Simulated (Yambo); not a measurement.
## Convergence of the G0W0 gap of GeS

G0W0@PBEsol for GeS (space group Pnma, No. 62) in Yambo. Reference settings: 1×4×4 Γ-centred k mesh, 262 bands and a 7 Ry block in the screening, 262 bands in G with the Bruneval-Gonze terminator, plasmon pole fitted at 27.2 eV. The PBEsol gap Γ → Γ on this mesh is 1.17 eV; G0W0 gaps are taken between the same points.

| change from the reference | G0W0 gap Γ → Γ (eV) | shift of the valence edge (eV) | rough Yambo cost |
|---|---|---|---|
| reference settings | 1.63 | -0.55 | 1 |
| 106 bands in W, 106 bands in G | 1.65 | -0.26 | about 1/3 |
| 173 bands in W, 173 bands in G | 1.63 | -0.45 | within a factor of two |
| 173 bands in G | 1.63 | -0.53 | – |
| 1 Ry block | 1.46 | -0.01 | within a factor of two |
| 3 Ry block | 1.44 | -0.22 | within a factor of two |
| 1×2×2 mesh | 1.57 | -0.46 | about 1/8 |
| 106 bands in G, no terminator | 1.58 | 0.01 | – |
| 173 bands in G, no terminator | 1.59 | -0.30 | – |
| no terminator | 1.61 | -0.45 | – |

The reference isn't shown to be the converged limit. Costs are rough (shared machines), scaled to the same edge states, and given only for runs that recompute the screening.

Spin-orbit splittings are left out.

The standard potential for Ge keeps a d shell in the valence without the s and p states of that shell. In tests on such compounds this moved G0W0 gaps by up to about 0.9 eV, so absolute quasiparticle energies here are unreliable; differences between settings are what counts.

Geometry relaxed with PBE+D3(BJ); primitive cell a = 10.6760 Å, b = 3.6888 Å, c = 4.3450 Å, α = β = γ = 90.00°.

A shift is the quasiparticle energy of the state minus its PBEsol energy.
